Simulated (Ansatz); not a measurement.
Tl (hcp (Mg type), space group No. 194) at seven volumes, DFT-PBEsol in the program Ansatz with PAW potentials, shape and atoms relaxed at each. One row is withheld.

| V (Å³/atom) | P (GPa) |
|---|---|
| 26.013 | 4.34 |
| 26.871 | ? |
| 27.728 | 1.14 |
| 28.586 | 0.00 |
| 29.443 | -0.95 |
| 30.301 | -1.64 |
| 31.159 | -2.32 |

**Question.** Fit the shown pressures and predict the withheld one.

**Answer.** P = (3/2)B₀(x^(7/2) − x^(5/2))[1 + (3/4)(B′ − 4)(x − 1)] with x = (V₀/V)^(2/3). Least squares on the six rows gives V₀ = 28.584 Å³/atom, B₀ = 34.6 GPa, B′ = 6.08. At V = 26.871, x = 1.0421 and P = 2.58 GPa. The run itself gave 2.59 GPa.

Space group P6_3/mmc (hcp (Mg type)). The PBEsol relaxation kept the symmetry of its start. Scalar-relativistic: spin–orbit coupling is off unless named, which matters more the heavier the elements.

Potentials: the later of the program's two PAW sets.
